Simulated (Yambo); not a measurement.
G0W0@PBEsol for SiO2 (α-quartz, space group P3_121, No. 152) in Yambo. Reference settings: 3×3×4 Γ-centred k mesh, 213 bands and a 8 Ry block in the screening, 213 bands in G with the Bruneval-Gonze terminator, plasmon pole fitted at 27.2 eV. The PBEsol gap K → Γ on this mesh is 5.87 eV; G0W0 gaps are taken between the same points.

The settings were changed. The gap went from 8.77 eV to 8.46 eV, and the shift of the valence edge from -1.81 eV to -1.14 eV.

Question: Which change was made?
A) 80 bands in G
B) 80 bands in G, no terminator
C) 3×3×2 mesh
D) 7 Ry block

Answer: B, 80 bands in G, no terminator. The others gave (gap, valence shift): 3×3×2 mesh: 8.76, -1.78 eV; 7 Ry block: 8.69, -1.77 eV; 80 bands in G: 8.78, -1.81 eV.

Geometry of the Materials Project entry, not relaxed at this level; primitive cell a = b = 4.915 Å, c = 5.431 Å, α = β = 90.00°, γ = 120.00°.

A shift is the quasiparticle energy of the state minus its PBEsol energy.
